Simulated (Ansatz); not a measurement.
A comparison from first-principles data. For a tunnel junction or a leaky gate film, the slowest evanescent state at the electrodes' Fermi level sets the resistance.

The yardstick is α-quartz SiO2. The Fermi level is put at mid-gap. Of the planes computed for each crystal, the one with the slowest decay is listed. Wanted: the thickness for 6 decades of attenuation, and how many decades a 1.0 nm film gains over the reference.

Methods, by column (Ansatz, a plane-wave PAW program): plane, in the cell as filed, gap, decay constant k, slowest state: r²SCAN, complex band structure, on cells taken as filed or relaxed beforehand.

Not checked to be the ambient phase: Rb2KRhF6 (Fm-3m, cF40); CaC2 (P-1, aP6); Rb2NaRhF6 (Fm-3m, cF40); K2NaRhF6 (Fm-3m, cF40). Cells under pressure at the level used (negative: too large): Rb2KRhF6 (Fm-3m, cF40) −3 GPa, Rb2NaRhF6 (Fm-3m, cF40) −4 GPa, K2NaRhF6 (Fm-3m, cF40) −4 GPa. Spin–orbit coupling is left out unless named; in separate runs it moves the gap by Rb2KRhF6 (Fm-3m, cF40) −0.11 eV (r²SCAN), Rb2NaRhF6 (Fm-3m, cF40) −0.10 eV (r²SCAN); no shift is given for K2NaRhF6 (Fm-3m, cF40).

| crystal | plane, in the cell as filed | gap on the mesh (eV) | k at mid-gap (1/Å) | planes computed | slowest state |
|---|---|---|---|---|---|
| α-quartz SiO2, reference | (110) | 6.60 | 0.503 | 3 | at Γ |
| Rb2KRhF6 (Fm-3m, cF40) | (111) | 2.62 | 0.541 | 1 | at Γ |
| CaC2 (P-1, aP6) | (100) | 2.68 | 0.330 | 2 | off Γ |
| Rb2NaRhF6 (Fm-3m, cF40) | (001) | 2.43 | 0.501 | 1 | at Γ |
| K2NaRhF6 (Fm-3m, cF40) | (001) | 2.47 | 0.502 | 1 | at Γ |

The figures follow from the printed values by these rules: decades per nm = 2k × 10 Å/ln 10 = 8.686 k; thickness = 6/(decades per nm); extra decades of a 1.0 nm film = 1.0 × (row − reference).

**Question.** Compute decades per nm, thickness and decades beyond the reference for K2NaRhF6 (Fm-3m, cF40), showing the steps.

**Answer.** 
decades per nm: 8.686 × 0.502 = 4.360; thickness: 6/4.360 = 1.38 nm; decades beyond the reference: 1.0 × (4.360 − 4.369) = 0.0.

**Question.** Rank all rows by decades per nm, highest first.

**Answer.** The same steps for every row:

| crystal | decades per nm | thickness (nm) | decades beyond the reference |
|---|---|---|---|
| α-quartz SiO2, reference | 4.369 | 1.37 | 0.0 |
| Rb2KRhF6 (Fm-3m, cF40) | 4.699 | 1.28 | 0.3 |
| CaC2 (P-1, aP6) | 2.866 | 2.09 | −1.5 |
| Rb2NaRhF6 (Fm-3m, cF40) | 4.352 | 1.38 | 0.0 |
| K2NaRhF6 (Fm-3m, cF40) | 4.360 | 1.38 | 0.0 |

In order of decades per nm, highest first: Rb2KRhF6 (Fm-3m, cF40) (4.699 ± 0.28) ≈ α-quartz SiO2 (4.369 ± 0.26) ≈ K2NaRhF6 (Fm-3m, cF40) (4.360 ± 0.26) ≈ Rb2NaRhF6 (Fm-3m, cF40) (4.352 ± 0.26), CaC2 (P-1, aP6) (2.866 ± 0.17). The ± follows from allowances picked for this note (decay constant k 6 %), carried to first order and added in quadrature; ≈ joins neighbours closer than their two ± added in quadrature. On this figure 0 of 4 candidates do clearly better than the reference.

The gaps are the functional's own, as a rule smaller than measured ones, and k shrinks with them; planes not computed could decay more slowly; interface matching and symmetry filtering by the electrodes are not included. Where several phases of a formula are at hand, those over 0.1 eV/atom above the lowest were not drawn (by r²SCAN where it compared them, else by the largest value; a layered or molecular lowest phase counts only with a dispersion term); other phases could lie lower still. Crystals of Pb, Bi, Tl or Hg, those whose gap spin–orbit coupling moves by over 0.3 eV, and those of Te, I or Sb with no such test at hand were not drawn. Each row is the phase named, which need not be the stable one under ambient conditions. The rows are a sample and no shortlist: familiar crystals first, some related and some not, whatever their agreement with measurement; tables with many equal figures were not kept. Limits of the draw: gap over 1 eV, no layered crystals, primitive or conventional cells alone; no unfamiliar magnets, and cubic perovskites only if shown or known to be stable. As a rule kept out of such tables: 4f compounds, open-shell compounds run without a Hubbard term, cells found unstable in the tests at hand, cells close to a higher symmetry, and runs set to a pressure or over 12 % in volume from the crystal's fullest run.
